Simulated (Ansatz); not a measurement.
AlCo (CsCl type), relaxed with PBE (Ansatz, a program for electronic structure, plane waves, PAW): a = 2.852 Å, b = 2.852 Å, c = 2.852 Å, α = 90.00°, β = 90.00°, γ = 90.00°.

* **ΔH_f (eV/atom)**: -0.59
* **B₀ by P(V) fit (GPa)**: 179

Task: The same phase is relaxed and computed with PBEsol in the same code. What are the cell and these values now?

Result: a = b = c = 2.8226 Å, α = β = γ = 90.00°.

* **ΔH_f (eV/atom)**: -0.62
* **B₀ by P(V) fit (GPa)**: 194

Began spin-polarised and lost the moments: AlCo, CsCl type with PBE; AlCo, CsCl type with PBEsol. All cells were relaxed under the symmetry of their starts (and spin orders); stability against distortions was not tested throughout.

Potentials: the later of the program's two PAW sets.

Ansatz is a plane-wave DFT program.

Formation energies count from the lowest solids of the elements computed at the same level, not from gases.
